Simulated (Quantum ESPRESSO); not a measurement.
## One change at a time to Ag4CuTaW2

All numbers below are calculated, not measured. They come from Quantum ESPRESSO 7.5, a public plane-wave density functional program. Each row is one single-point run on a made-up periodic cell of eight metal atoms, with elements, volume, strain and displacements drawn at random and not relaxed, so a cell may be unstable or far from any real phase. There is no spin polarisation or spin-orbit coupling.

Settings: PBE unless stated; PseudoDojo standard norm-conserving files; Fermi-Dirac width 0.25 eV, which means electrons at about 2900 K; cutoff 1252 eV; 8 x 5 x 3 k mesh shifted half a step off Gamma. E is the free energy of the whole cell (internal energy minus TS), so a -TS column is already part of it. Stress is positive in tension, and the pressure P is minus a third of its trace.

Checks: one run of this series was repeated at a higher cutoff and on a denser mesh, which moved values by no more than 0.004 eV, 0.06 GPa and 0.005 eV/Å, and a second program with other atomic files agreed on it to 2 % rms in force and 0.5 GPa in pressure. Known limits: the copper pseudopotential is less sure than most, with forces differing by about three percent and pressure by about two GPa from a second method on plain copper; heavy elements are run without spin-orbit coupling, which real alloys of them have; a spin test at this wide smearing found no moment, but such smearing suppresses magnetism that the real alloy may have.

The lattice is hexagonal close-packed, and the cell vectors in Å are (2.847, -0.040, 0.018); (-0.069, 4.998, -0.057); (0.058, -0.108, 9.313), a volume of 132.48 Å³ in run 1. The elements on sites 1 to 8 are Cu Ag Ta Ag W Ag Ag W. Each later run makes one change to run 1 and keeps the rest. E is counted from run 1, and is n/a where other atomic files have another zero of energy.

| run | change | V (Å³) | P (GPa) | -TS (eV) | rms force (eV/Å) | largest change of a force component (eV/Å) | E (eV) |
|---|---|---|---|---|---|---|---|
| 1 | none | 132.48 | 1.44 | -1.233 | 0.844 | 0.000 | 0.000 |
| 2 | sites 2 and 5 exchanged | 132.48 | 1.73 | -1.256 | 0.708 | 2.597 | 0.347 |
| 3 | all lengths scaled by -1.13 % | 128.04 | 7.61 | -1.188 | 0.919 | 0.222 | 0.123 |
| 4 | PBEsol in place of PBE | 132.48 | -5.88 | -1.234 | 0.797 | 0.117 | n/a |
| 5 | Al on site 5 | 132.48 | 2.61 | -1.232 | 0.723 | 0.898 | n/a |
| 6 | site 5 moved by +0.10 Å along z | 132.48 | 1.94 | -1.255 | 0.908 | 1.017 | ? |

## Worked estimate

Along the move dE = -F dx. The force on site 5 along z is -0.668 eV/Å in run 1 and -1.685 eV/Å in run 6, and the move is +0.10 Å, so the mean force times the move gives an estimate.

## Withheld value

Question: what E should run 6 give?

The estimate is 0.118 eV. The calculation gave 0.118 eV.
